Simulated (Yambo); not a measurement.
Material: CaHI (space group P4/nmm, No. 129); a = b = 3.980 Å, c = 8.591 Å, α = β = γ = 90.00° (6 atoms in the cell). Cell and atoms were relaxed with PBE+D3(BJ) from Materials Project entry mp-24204, within its symmetry.

With norm-conserving PBEsol (Quantum ESPRESSO, 72 Ry, without SOC), the gap between the mesh's edge points ((0, 0.25, 0) → M) is 3.453 eV.

Question: What does a G0W0 run in Yambo give for it (4×4×1 Γ-centred k mesh, 269 bands and a 8 Ry block in the screening, 269 bands in G with the Bruneval-Gonze terminator, plasmon pole fitted at 27.2 eV)?

Answer: The correction is 1.658 eV, giving 5.110 eV, 1.5 times the PBEsol value. The mesh misses a band edge: along a dense path the PBEsol gap is 2.92 eV against 3.45 eV on the mesh. Nearest settings tried, and what they do to the gap: 3 Ry block (85 vectors against 363): -301 meV. Not varied: bands in G, bands in W, mesh. So the settings aren't converged at that level. The k mesh is coarse. Spin-orbit coupling is left out, which matters for elements this heavy: edges can move by tenths of an eV.
